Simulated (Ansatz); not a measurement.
Data:

Relaxed PbBrF (space group P4/nmm):

```
PbBrF
1.0
    4.10128     0.00000     0.00000
    0.00000     4.10128     0.00000
    0.00000     0.00000     7.38339
Pb Br F
2 2 2
Direct
  0.00000   0.50000   0.80498
  0.50000   0.00000   0.19502
  0.50000   0.00000   0.64626
  0.00000   0.50000   0.35374
  0.50000   0.50000   0.00000
  0.00000   0.00000   0.00000
```

A phonon eigenvector at Γ is frozen into this cell: atom i moves by Q times the vector below, so Q is the largest atomic displacement, in Å. The cell is held. It is one choice among 2 degenerate patterns.

```
atom      x       y      z
----  -----  ------  -----
Pb1   0.000  -0.006  0.000
Pb2   0.000   0.006  0.000
Br3   0.000   0.044  0.000
Br4   0.000  -0.044  0.000
F5    0.000   1.000  0.000
F6    0.000  -1.000  0.000
```

Level of theory: LDA (plane waves to 420 eV, PAW, scalar-relativistic; Ansatz, a quantum-chemistry and plane-wave program). k mesh 8×8×5 (Γ-centred), Fermi-Dirac smearing 0.05 eV. E stands for the smeared free energy. PbBrF was relaxed with its symmetry unable to fall. Spin-orbit coupling is left out, though Pb is heavy. ΔE is measured from the undisplaced structure.

The scan covers Q from -0.280 to 0.280 Å in 13 points.

Task: Which space group does the distorted structure have?

Result: P2_1/m (No. 11), lowered from P4/nmm.

Task: Is this a single well or a double well?

Result: A single well with its minimum at or next to zero displacement.

Task: Is the energy the same for equal positive and negative displacements?

Result: Even: the same for both signs.

Task: What is the energy change at Q = 0.280 Å?

Result: 315 meV/cell.

Task: What harmonic wavenumber does the curvature at Q = 0 give?

Result: 231 cm⁻¹.

(For displaced atoms, the force is minus the slope of the energy, and its curvature is a force constant, which sets phonon frequencies.)
